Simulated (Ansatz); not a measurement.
### Question
Name crystals whose computed values (the program Ansatz at the r²SCAN level (PAW)) fall in these windows: highest Γ mode, no LO–TO term (cm⁻¹) 180 to 230; Θ_D (K) 210 to 270.

### Answer


```json
[
 {"crystal": "ZnAg, P-6m2 (Zn on 1a, Ag on 1d)", "highest Γ mode, no LO–TO term (cm⁻¹)": "191", "Θ_D (K)": "242"},
 {"crystal": "NiBi, NiAs type", "highest Γ mode, no LO–TO term (cm⁻¹)": "207", "Θ_D (K)": "239"},
 {"crystal": "Zn3CdSe4, P-43m (Zn on 3c, Cd on 1a, Se on 4e)", "highest Γ mode, no LO–TO term (cm⁻¹)": "206", "Θ_D (K)": "248"},
 {"crystal": "Nb3Sn, A15 (Cr3Si type)", "highest Γ mode, no LO–TO term (cm⁻¹)": "205", "Θ_D (K)": "269"},
 {"crystal": "AgPt3, Cu3Au type", "highest Γ mode, no LO–TO term (cm⁻¹)": "197", "Θ_D (K)": "250"}
]
```
Others may fit too.

Standing as an ambient phase not checked: ZnAg, P-6m2 (Zn on 1a, Ag on 1d); NiBi, NiAs type; Zn3CdSe4, P-43m (Zn on 3c, Cd on 1a, Se on 4e); AgPt3, Cu3Au type. Perhaps ordered models of mixed-site phases: ZnAg, P-6m2 (Zn on 1a, Ag on 1d); Zn3CdSe4, P-43m (Zn on 3c, Cd on 1a, Se on 4e). All cells were relaxed under the symmetry of their starts (and spin orders); stability against distortions was not tested throughout. Rows with no word on spin ran without spin polarisation. Spin–orbit coupling is left out wherever it is not named.

Potentials: the later of the program's two PAW sets.
